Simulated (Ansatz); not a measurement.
CuCl:
Space group F-43m (No. 216); a = 5.4241 Å, b = 5.4241 Å, c = 5.4241 Å, α = 90.00°, β = 90.00°, γ = 90.00°

```tsv
atom	site	symmetry	x	y	z
Cu	4a	-43m	0.0000	0.0000	0.0000
Cl	4c	-43m	0.2500	0.2500	0.2500
```
(The calculation used a cell of 2 atoms; values per cell refer to that cell.)

Relaxed with plane-wave PAW PBE (Ansatz code). Indices refer to the conventional cell of F-43m, a = b = c = 5.424 Å, α = β = γ = 90.00°.

Q: Simulate the powder diffraction pattern (Cu Kα, λ = 1.54184 Å; lines above 1 %) up to 2θ = 90°.

A: Simulated powder pattern, Cu Kα, λ = 1.54184 Å (kinematic, ideal powder, no thermal factors, no anomalous dispersion; the 30 strongest lines at most, above 1 %, up to 2θ = 90°):

```tsv
2θ (°)	d (Å)	I/Imax (%)	hkl
28.50	3.132	100	(111)
33.03	2.712	9.2	(200)
47.41	1.918	61	(220)
56.25	1.635	40	(311)
58.99	1.566	2.5	(222)
69.29	1.356	8.9	(400)
76.56	1.244	15	(331)
78.93	1.213	2.7	(420)
88.26	1.107	18	(422)
```

The PBE relaxation kept the symmetry of its start. No spin polarisation was allowed.

Potentials: the later of the program's two PAW sets.
